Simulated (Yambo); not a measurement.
A free-standing WS₂ monolayer (symmetry Amm2, slab cell 16.1 Å high) under uniaxial strain of +2 % along x, the other axes held; a = 3.209 Å, b = 3.161 Å, c = 16.100 Å, α = 90.00°, β = 90.00°, γ = 120.49°. With the G0W0 scissor the direct gap on the mesh is 2.70 eV. x lies along the first cell vector.

Problem. Does this run resolve the lowest exciton, and if so, what are its energy and binding? (Yambo, PBEsol bands; 18×18×1 mesh, 5 valence and 5 conduction bands, static screening with 39 bands and a 3 Ry block, scissor 0.91 eV, Tamm-Dancoff, stochastic integration of W near q = 0.)

Solution. No. The lowest state covers only about 3 of the 324 k points, and no second mesh confirms it, so this run can't vouch for its energy or binding. The scissor comes from a G0W0 run whose convergence isn't established. Without spin-orbit coupling, band edges of such heavy elements can be off by tenths of an eV.

Geometry strained from the cell relaxed with PBEsol, atoms relaxed again.
